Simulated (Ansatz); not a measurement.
Given:

Si$_{2}$W:
```yaml
crystal:
  lattice:
    - [4.57970, 0.00000, 0.00000]
    - [-2.28985, 3.96614, 0.00000]
    - [0.00000, 0.00000, 6.60884]
  atoms:
    - { symbol: Si, position: [0.83643, 0.67285, 0.50000] }
    - { symbol: Si, position: [0.16357, 0.83643, 0.83333] }
    - { symbol: Si, position: [0.32715, 0.16357, 0.16667] }
    - { symbol: Si, position: [0.16357, 0.32715, 0.50000] }
    - { symbol: Si, position: [0.83643, 0.16357, 0.83333] }
    - { symbol: Si, position: [0.67285, 0.83643, 0.16667] }
    - { symbol: W, position: [0.00000, 0.50000, 0.16667] }
    - { symbol: W, position: [0.50000, 0.00000, 0.50000] }
    - { symbol: W, position: [0.50000, 0.50000, 0.83333] }
```

This is the r²SCAN-relaxed structure.

Question: All from plane-wave PAW r²SCAN (Ansatz code), unless another level is named. Give the Bader charges.

Answer: Si -0.06, W +0.13 e.

Question: What about the Born charges (a third of the trace)?

Answer: Si +3.97, W -7.95 e.

Question: And the electronic dielectric constant ε∞ (DFPT)?

Answer: 26.4 (xx = yy), 25.5 (zz).

Question: Next, the static dielectric constant ε0 (ions relaxed, cell fixed)?

Answer: 52.3 (xx = yy), 48.0 (zz).

Space group P6_222. The first step of the workflow began from a Materials Project structure, measured or hypothetical; the Crystallography Open Database copy checked does not list it. It is not the phase usual at ambient conditions (space group No. 139). The r²SCAN relaxation kept the symmetry of its start; phonons on a q-mesh show no instability. No spin polarisation was allowed. Spin–orbit coupling is left out wherever it is not named.

Potentials: the later of the program's two PAW sets.
